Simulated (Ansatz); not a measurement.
Input and command of a plane-wave DFT calculation in Ansatz:

```yaml
crystal:
  lattice:
    - [2.8410132457, 0.0, 0.0]
    - [-0.9470044152, 2.6785329753, 0.0]
    - [0.0, 0.0, 25.9590328043]
  atoms:
    - { symbol: Ta, position: [0.5, 0.5, 0.3274390099] }
    - { symbol: Ta, position: [0.0, 0.0, 0.416798179] }
    - { symbol: Ta, position: [0.5, 0.5, 0.505847021] }
    - { symbol: Ta, position: [0.0, 0.0, 0.5912936051] }
    - { symbol: F, position: [0.5, 1.0, 0.659863186] }
basis:
  ecutwfc: 420
kpoints:
  mp_grid: { grid: [11, 11, 1] }
hamiltonian:
  xc: pbesol
scf:
  occupations: { method: gaussian, width: 0.1 }
output:
  forces: true
  eigenvalues: true
  write_density: true
  write_potential: true
  elf: true
  volumetric_format: npy
relax:
  adjacent_minimum: "off"
  f_tol: 0.03
  max_steps: 70
  constraints: [{ sites: [0, 1] }]
efield:
  axis: 3
  dipole_correction: true
  ramp_width: 0.04
```

```bash
ansatz run input.yaml --threads 1 --pin off --max-ram 2560MiB --backend cpu --events-out ev --progress --plain --runs-dir out
```

Processor: Intel(R) Xeon(R) 6975P-C (Granite Rapids), 1 thread, on a host shared with other jobs.

Task: How long does it run, and how much memory does it take?

Result: About 110 s on 1 thread of Intel(R) Xeon(R) 6975P-C (Granite Rapids) (shared host), peak memory 0.67 GiB. It solves 36 bands at 61 k points (the mesh reduced by the symmetry that the task leaves, which can be less than the crystal's) with about 3881 plane waves, in 32 SCF iterations over 5 ionic steps.
